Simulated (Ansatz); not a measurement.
Relaxed BN (zinc blende):

```
BN
1.0
    0.00000     1.81236     1.81236
    1.81236     0.00000     1.81236
    1.81236     1.81236     0.00000
N B
1 1
Direct
  0.75000   0.75000   0.75000
  0.00000   0.00000   0.00000
```

A phonon eigenvector at Γ is frozen into this cell: atom i moves by Q times the vector below, so Q is the largest atomic displacement, in Å. The cell is held. It is one choice among 3 degenerate patterns.

| atom | x | y | z |
|---|---|---|---|
| N1 | 0.000 | 0.000 | -0.772 |
| B2 | 0.000 | 0.000 | 1.000 |

Computed with PBE (plane waves to 420 eV, PAW, scalar-relativistic; Ansatz, a quantum-chemistry and plane-wave program). k mesh 16×16×16 (Γ-centred), Fermi-Dirac smearing 0.05 eV. The energy includes the smearing's −TS. BN was relaxed with its symmetry unable to fall. ΔE is measured from the undisplaced structure.

Q: Give the computed ΔE (meV/cell) at Q (Å) = -0.180, -0.150, -0.120, -0.090, 0.030, 0.060, 0.090, 0.120.

A: 
```
Q (Å)   ΔE (meV/cell)
------  -------------
-0.180           1074
-0.150            772
-0.120            509
-0.090            292
0.030              33
0.060             132
0.090             292
0.120             509
```

(For displaced atoms, the force is minus the slope of the energy, and its curvature is a force constant, which sets phonon frequencies.)
